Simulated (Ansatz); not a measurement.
SrTiO3 (Pm-3m), stationary points along a deformation path

These are results of Ansatz 0.2.0, DFT PBEsol, scalar-relativistic, plane waves, PAW, not measurements. The runs took a 420 eV cutoff, a Γ-centred 8×8×8 mesh and Gaussian smearing (0.05 eV). No spin polarisation. Energies are free energies at this smearing, counted from the undisturbed cell; pressure is positive in compression.

The undisturbed cell (relaxed at this level; it needn't be the usual structure):

```
Sr Ti O
1.0
     3.89112    0.00000    0.00000
     0.00000    3.89112    0.00000
     0.00000    0.00000    3.89112
Sr Ti O
1 1 3
Direct
  0.00000 0.00000 0.00000
  0.50000 0.50000 0.50000
  0.00000 0.50000 0.50000
  0.50000 0.00000 0.50000
  0.50000 0.50000 0.00000
```

At fixed volume and fractional coordinates, lengths along (0.577, 0.577, 0.577) are scaled against those across it; ρ is that ratio over its starting value. V = 11.783 Å³/atom. Δσ is the stress along the axis less the mean stress across it (compression positive).

| ρ | ΔE (meV/atom) | Δσ (GPa) | space group |
| --- | --- | --- | --- |
| 0.500 | 2479.1 | 139.06 | R-3m |
| 0.600 | 1440.3 | 102.58 | R-3m |
| 0.710 | 672.1 | 78.63 | R-3m |
| 0.850 | 151.2 | 38.24 | R-3m |
| 0.930 | 29.8 | 16.85 | R-3m |
| 1.000 | 0.0 | 0.00 | Pm-3m |
| 1.080 | 32.9 | -17.33 | R-3m |
| 1.200 | 182.6 | -40.63 | R-3m |
| 1.410 | 647.8 | -77.18 | R-3m |
| 1.700 | 1503.3 | -104.71 | R-3m |
| 2.000 | 2367.2 | -111.66 | R-3m |

Problem. How does the stress give the slope of the energy, and where is the energy stationary?

Solution. Along the path d ln(length) is 2/3 d ln ρ on the axis and −1/3 d ln ρ across it, so dE/d ln ρ = −(2/3) V Δσ: the energy falls with ρ where Δσ is positive. Δσ vanishes or changes sign at ρ = 1.000 (Pm-3m), a minimum at 0.0 meV/atom. Pairs of stationary points between two samples would go unseen, and could change a minimum read from distant neighbours into a maximum. At ρ = 1.000 the cell is cubic, where symmetry alone makes the stress isotropic and the slope zero.

Problem. Which shear constant sets the curvature at ρ = 1?

Solution. For a cubic crystal E/V = (2/3) C (ln ρ)² with C = C44, so Δσ = −2C ln ρ. The parabola of Δσ against ln ρ through ρ = 0.930, 1 and 1.080 gives C ≈ 114 GPa with the ions clamped, rough because the steps are large.

The gap closes along the scan, which can put kinks into the curve.

Symmetry holds off the tilts and polar distortions that many cubic perovskites undergo.

Cost: 11 runs of about 1.1 core-minutes in all, on Arm Neoverse V1 (shared hosts).